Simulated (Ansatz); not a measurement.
## Pressure against volume: Ag

```xyz
1
Lattice="0.0000 2.0431 2.0431 2.0431 0.0000 2.0431 2.0431 2.0431 0.0000" Properties=species:S:1:pos:R:3 pbc="T T T"
Ag    0.0000    0.0000    0.0000
```

The geometry is COD entry 9008459, unchecked; take it as a test cell.

All numbers are computed: DFT, LDA, all-electron LAPW, scalar-relativistic (Ansatz 0.2.0); DFT, LDA, PAW with Ansatz's default frozen-core files, scalar-relativistic (Ansatz 0.2.0).

For LAPW: a Γ-centred 15×15×15 k mesh, Fermi–Dirac smearing of 0.05 eV, basis error target 1 meV/atom, no spin polarisation. PAW takes a cutoff of 420 eV at this cell (files made with PBE, cores remade for this functional). The Ansatz runs share mesh, smearing and spin set-up. Plane-wave (PAW) pressures include the program's estimate of the Pulay term.

The cell above is scaled evenly, with fractional coordinates and shape held.

```
V/V(cell)  V (Å³/atom)  P, LAPW (GPa)  P, PAW (GPa)  free energy over the lowest listed, PAW (meV/atom)
   0.9400       16.033          -0.32         -0.33                                                 0.0
   0.9405       16.042          -0.40         -0.40                                                 0.0
   0.9600       16.375          -3.04         -3.05                                                 3.7
   0.9700       16.545          -4.27         -4.27                                                 7.6
   0.9800       16.716          -5.41         -5.41                                                12.7
   0.9900       16.886          -6.47         -6.47                                                19.1
   1.0000       17.057          -7.45         -7.45                                                26.5
   1.0100       17.227          -8.37         -8.37                                                34.9
   1.0200       17.398          -9.22         -9.21                                                44.3
   1.0300       17.569         -10.00        -10.00                                                54.5
   1.0400       17.739         -10.73        -10.72                                                65.5
   1.0600       18.080         -12.01        -12.00                                                89.8
```
